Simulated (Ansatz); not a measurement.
**Relaxing an invented MnC₆ structure**

Computed with Ansatz, DFT PBE, scalar-relativistic, plane waves, PAW. Cutoff 420 eV, Gaussian smearing, Γ-centred meshes. Cell and atoms relax first on a coarse mesh, the cell is then made exact in the group found at 0.06 to 0.08 Å, and last on a converged mesh; the steps can't lower the symmetry of their start. Collinear spin, starting moments Mn 4.0 μB.

The cell of MnC₆ is invented: species swapped into a database cell of SmC6 (P6/mmm, No. 191), with Mn on the Sm sites. Lengths were set from tabulated atomic sizes, so they are only a guess.

```cif
data_structure
_symmetry_space_group_name_H-M 'P 1'
_symmetry_Int_Tables_number 1
_cell_length_a 4.2658
_cell_length_b 4.2658
_cell_length_c 4.6129
_cell_angle_alpha 90.000
_cell_angle_beta 90.000
_cell_angle_gamma 120.000
_cell_volume 72.69
loop_
_atom_site_label
_atom_site_type_symbol
_atom_site_fract_x
_atom_site_fract_y
_atom_site_fract_z
_atom_site_occupancy
Mn1 Mn 0.00000 0.00000 0.00000 1
C1 C 0.33290 0.00000 0.50000 1
C2 C 0.66710 0.00000 0.50000 1
C3 C 0.00000 0.33290 0.50000 1
C4 C 0.00000 0.66710 0.50000 1
C5 C 0.66710 0.66710 0.50000 1
C6 C 0.33290 0.33290 0.50000 1
```

Formation energies are uncorrected and refer to the elements' standard structures at the same level.

Problem. What does it relax into?

Solution. The symmetry stays P6/mmm (No. 191). The volume per atom shrinks by 18.1 %, from 10.4 to 8.5 Å³. The shortest distance goes from 1.42 Å (C–C) to 1.44 Å (C–C). The ratio c/a of the conventional cell changes by a factor of 0.77. Conventional cell: a = 4.352 Å, c = 3.628 Å. Mn has 12 C at 2.33 Å; C is surrounded by 3 C at 1.44–1.45 Å and 2 Mn at 2.33 Å.

```yaml
crystal:
  lattice:
    - [4.35218, 0.00000, 0.00000]
    - [-2.17609, 3.76910, 0.00000]
    - [0.00000, 0.00000, 3.62843]
  atoms:
    - { symbol: Mn, position: [0.00000, 0.00000, 0.00000] }
    - { symbol: C, position: [0.33430, 0.00000, 0.50000] }
    - { symbol: C, position: [0.66570, 0.00000, 0.50000] }
    - { symbol: C, position: [0.00000, 0.33430, 0.50000] }
    - { symbol: C, position: [0.00000, 0.66570, 0.50000] }
    - { symbol: C, position: [0.66570, 0.66570, 0.50000] }
    - { symbol: C, position: [0.33430, 0.33430, 0.50000] }
```

Problem. Give its energy and gap.

Solution.

| Quantity | Value |
| --- | --- |
| Formation energy | +0.40 eV/atom |
| Gap on the 12×12×8 mesh of the 7-atom cell | 0 eV (a metal) |
| Net moment per atom | 0.43 μB |
| Moment by site | Mn 3.0 μB |

A positive value: parting into the elements would lower its energy.

The last run used collinear spin and Gaussian smearing of 0.10 eV. The reference form of C is held partly by dispersion forces, which this level lacks. The magnetic state reached may not be the lowest. A later test with randomly moved atoms led to a structure 5 meV/atom lower, so this end is a saddle point or a shallow minimum. Site moments count only spheres around the atoms; the net moment includes the space between them.
